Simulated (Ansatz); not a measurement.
Given:

TePb₂S:
```yaml
crystal:
  lattice:
    - [4.34738, 0.00000, 0.00000]
    - [0.00000, 4.34738, 0.00000]
    - [0.00000, 0.00000, 6.14672]
  atoms:
    - { symbol: Te, position: [0.50000, 0.50000, 0.00000] }
    - { symbol: Pb, position: [0.00000, 0.00000, 0.00000] }
    - { symbol: Pb, position: [0.50000, 0.50000, 0.50000] }
    - { symbol: S, position: [0.00000, 0.00000, 0.50000] }
```

This is the LDA-relaxed structure.

Task: All from plane-wave PAW LDA (Ansatz code), unless another level is named. Predict the bulk modulus (Birch–Murnaghan fit).

Result: 54.1 GPa.

Task: Predict the highest zone-centre frequency.

Result: 3.05 THz.

Space group P4/mmm. The first step of the workflow began from a Materials Project structure, measured or hypothetical; the Crystallography Open Database copy checked does not list it. With Te and S taken as one species the cell has the higher symmetry Fm-3m, so it may be an ordered model of a mixed-site phase. Its standing as an ambient phase is unchecked. The cell was relaxed with LDA under the symmetry of its start. At this level the phase is dynamically unstable (imaginary phonons). As this level gives no gap, phonon frequencies hold no LO–TO term and depend on the k-mesh and smearing (Fermi–Dirac, 0.1 eV here). Scalar-relativistic: spin–orbit coupling is off unless named, which matters more the heavier the elements.

Potentials: the later of the program's two PAW sets.
